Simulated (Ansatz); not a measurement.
**Hf: two-dimensional strain map**

Method: DFT PBEsol, scalar-relativistic, plane waves, PAW (Ansatz 0.2.0). The runs took a 420 eV cutoff, a Γ-centred 18×18×18 mesh and Gaussian smearing (0.15 eV). Spin–orbit coupling is left out, which can shift energies with elements as heavy as these. No spin polarisation. Energies are free energies at this smearing, counted from the undisturbed cell; pressure is positive in compression.

Reference structure (as given, not relaxed at this level; it stands at -9.0 GPa; this bcc form isn't the usual structure):

```
Hf
1.0
    -1.80500    1.80500    1.80500
     1.80500   -1.80500    1.80500
     1.80500    1.80500   -1.80500
Hf
1
Cartesian
  0.0000 0.0000 0.0000
```

The cell is strained by p along both x and y and by q along z, fractional coordinates fixed. Points are written (p, q). At -9 GPa the given cell is far from its own equilibrium, so these figures belong to a strongly strained crystal.

p was sampled at -0.030, -0.015, 0.000, 0.015, 0.030 and q at -0.030, -0.015, 0.000, 0.015, 0.030.

Task: Where on the computed points is the energy highest, and how high?

Result: At (0.030, 0.030): 163.4 meV/atom.

Task: Away from (0, 0), which computed point is lowest?

Result: (-0.030, -0.030): -67.3 meV/atom.

The map, in meV/atom:

```csv
p \ q,-0.030,-0.015,0.000,0.015,0.030
-0.030,-67.3,-64.2,-58.8,-51.3,-42.0
-0.015,-57.4,-47.1,-34.7,-20.6,-5.0
0.000,-36.5,-19.0,0.0,20.6,42.4
0.015,-6.0,18.5,44.2,71.0,98.9
0.030,33.1,64.4,96.6,129.7,163.4
```